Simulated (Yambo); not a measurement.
G0W0@LDA for NaPF$_{6}$ (space group Fm-3m, No. 225) in Yambo. Reference settings: 2×2×2 Γ-centred k mesh, bands 2 to 171 and a 7 Ry block in the screening, 171 bands in G with the Bruneval-Gonze terminator, plasmon pole fitted at 27.2 eV. The LDA gap Γ → Γ on this mesh is 7.24 eV; G0W0 gaps are taken between the same points.

With and without the terminator, as bands are cut:

| bands in G (in W) | gap, terminator (eV) | gap, none (eV) | valence shift, terminator (eV) | valence shift, none (eV) |
|---|---|---|---|---|
| 70 (171) | 12.676 | 12.423 | -3.237 | -2.654 |
| 113 (171) | 12.649 | 12.467 | -3.221 | -2.829 |
| 171 (171) | 12.644 | 12.534 | -3.219 | -2.975 |

Over this range the gap spans 0.032 eV with the terminator and 0.111 eV without, the valence shift 0.018 eV and 0.321 eV. Neither column has reached its limit for certain.

Geometry of the Materials Project entry, not relaxed at this level; primitive cell a = b = c = 5.4511 Å, α = β = γ = 60.00°.

A shift is the quasiparticle energy of the state minus its LDA energy.
